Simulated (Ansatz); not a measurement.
**Sc2SnSe5: a first pass over candidate cells**

Computed with DFT PBE, scalar-relativistic, plane waves, PAW (Ansatz 0.2.0). The screen uses 420 eV, coarse Γ-centred meshes (up to 0.6 Å⁻¹ on the start cell), Gaussian smearing of 0.15 eV, tolerances of 0.08 eV/Å and 0.8 GPa and 16 steps at most, with the symmetry of each start kept. No spin polarisation. Energies are free energies per atom, good to about 0.1 eV/atom between metallic cells, end volumes are rough, and groups of ends are read at 0.1 Å.

The candidates are structure types from databases with the species swapped, cells proposed by chemical analogy and random cells on Wyckoff sites, with guessed sizes.

```tsv
#	made from	sites	V start (Å³/atom)
1	Al5CuMo2 cell (P4/mmm)	Sc 1a, 1d; Sn 1b; Se 4i, 1c	23.9
2	random sites (P4mm)	Sc 2c; Sn 1b; Se 4e, 1b	31.7
3	proposed by analogy (Cmcm)	Sc 8f; Sn 4c; Se 8f, 8f, 4c	24.6
4	proposed by analogy (Pbam)	Sc 4g; Sn 2a; Se 4g, 4h, 2d	24.6
5	random sites (F-43m)	Sc 4b, 4d; Sn 4a; Se 16e, 4c	24.7
6	random sites (P4mm)	Sc 1a, 1a; Sn 1b; Se 4f, 1a	29.7
7	proposed by analogy (P-3m1)	Sc 2d; Sn 1a; Se 2d, 2d, 1b	25.0
8	random sites (Pmmm)	Sc 2r; Sn 1b; Se 2m, 1f, 2p	27.9
9	random sites (Cmmm)	Sc 4j; Sn 2b; Se 4k, 2d, 4i	29.9
10	random sites (P4mm)	Sc 2c; Sn 1b; Se 2c, 1b, 1a, 1a	28.3
11	random sites (I4/mmm)	Sc 4e; Sn 2a; Se 8h, 2b	28.2
12	Li5NCl2 cell (R-3m)	Sc 6c; Sn 3a; Se 3b, 6c, 6c	22.3
13	CeAl2Pd5 cell (I4/mmm)	Sc 4e; Sn 2b; Se 8g, 2a	24.5
14	random sites (P-62m)	Sc 2e; Sn 1a; Se 2d, 3g	31.1
15	random sites (F-43m)	Sc 4a, 4d; Sn 4b; Se 16e, 4c	25.8
16	random sites (P-4m2)	Sc 2g; Sn 1b; Se 4i, 1c	30.7
17	random sites (P4/mmm)	Sc 2f; Sn 1c; Se 4n, 1b	28.3
18	proposed by analogy (C2/m)	Sc 4i; Sn 2a; Se 4i, 4i, 2b	24.6
19	random sites (P-6m2)	Sc 1b, 1c; Sn 1e; Se 2g, 1d, 2i	29.2
20	random sites (P-3m1)	Sc 2d; Sn 1a; Se 3f, 2c	30.3
21	YAl2Pd5 cell (I4/mmm)	Sc 4e; Sn 2a; Se 2b, 8g	25.1
22	random sites (F-43m)	Sc 4b, 4a; Sn 4c; Se 16e, 4d	26.0
23	LaAl5Ni2 cell (Immm)	Sc 4j; Sn 2a; Se 2d, 8l	27.1
```

Q: Which candidates end lowest after the short relaxation, and how do the others rank?

A: The lowest end has space group P-3m1 (No. 164) and 28.0 Å³/atom; only candidate 7 reaches it. The lowest start before relaxing, candidate 7, is that one. 1 other end lies within 0.1 eV/atom of it, so the top isn't resolved yet.

```tsv
#	E start (eV/atom)	E end (eV/atom)	end group	V end (Å³/atom)	finished	same end as
7	0.04	0.00	P-3m1	28.0	yes	-
12	1.36	0.09	R-3m	24.3	stopped early	-
3	0.41	0.11	Cmcm	29.2	yes	-
18	0.16	0.11	C2/m	26.9	yes	-
4	0.46	0.17	Pbam	25.5	yes	-
23	0.64	0.23	Immm	23.7	yes	-
8	2.44	0.32	Pmmm	27.7	stopped early	-
13	0.49	0.34	I4/mmm	22.0	yes	-
21	0.53	0.34	I4/mmm	22.0	yes	13
10	1.10	0.38	P4mm	22.7	stopped early	-
1	0.76	0.59	P4/mmm	22.0	yes	-
19	1.12	0.77	P-6m2	23.6	yes	-
16	1.46	0.79	P-4m2	40.9	yes	-
2	1.24	0.86	P4mm	31.3	yes	-
20	1.04	0.88	P-3m1	36.8	yes	-
15	2.93	1.08	F-43m	45.2	yes	-
14	7.98	1.20	P-62m	52.0	stopped early	-
6	8.21	1.23	P4mm	41.1	yes	-
11	5.30	1.38	I4/mmm	38.4	yes	-
9	2.49	1.40	Cmmm	29.6	yes	-
17	16.10	1.42	P4/mmm	41.4	stopped early	-
22	3.31	1.78	F-43m	44.4	yes	-
5	6.04	2.14	F-43m	47.9	yes	-
```

Energies count from the lowest end; groups are read at 0.1 Å. Cells stopped early, at the step cap or the time limit, are upper bounds. Ends are matched loosely, so a merged end can be a slightly distorted copy, and ends listed apart can be strained forms of one structure.

No dispersion correction is applied, so the spacing and binding between layers, chains or molecules are poorly described (P-3m1), and this can change margins and order among such cells. The runs shown took about 21 CPU minutes on Intel(R) Xeon(R) 6975P-C (Granite Rapids), a shared host. Some structure types and database cells were kept out of the candidates from the start, so a known form may be missing.
